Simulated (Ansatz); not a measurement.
HgTe (zinc blende, F-43m) at seven volumes, HSE06 in the plane-wave PAW code Ansatz, scaled uniformly. One row is withheld.

```json
[
 {"V (Å³/atom)": "32.220", "P (GPa)": "4.76"},
 {"V (Å³/atom)": "33.282", "P (GPa)": "?"},
 {"V (Å³/atom)": "34.345", "P (GPa)": "1.33"},
 {"V (Å³/atom)": "35.407", "P (GPa)": "0.00"},
 {"V (Å³/atom)": "36.469", "P (GPa)": "-1.11"},
 {"V (Å³/atom)": "37.531", "P (GPa)": "-2.04"},
 {"V (Å³/atom)": "38.593", "P (GPa)": "-2.81"}
]
```

Question: Fit the shown pressures and predict the withheld one.

Answer: Third-order Birch–Murnaghan: P = (3/2)B₀(x^(7/2) − x^(5/2))[1 + (3/4)(B′ − 4)(x − 1)] with x = (V₀/V)^(2/3). Least squares on the six rows gives V₀ = 35.409 Å³/atom, B₀ = 40.20 GPa, B′ = 4.80. At V = 33.282, x = 1.0422 and P = 2.89 GPa. The run itself gave 2.88 GPa.

The HSE06 relaxation kept the symmetry of its start. The hybrid run found no gap, on a coarse k-mesh. Spin–orbit coupling is left out wherever it is not named.

Potentials: the later of the program's two PAW sets.
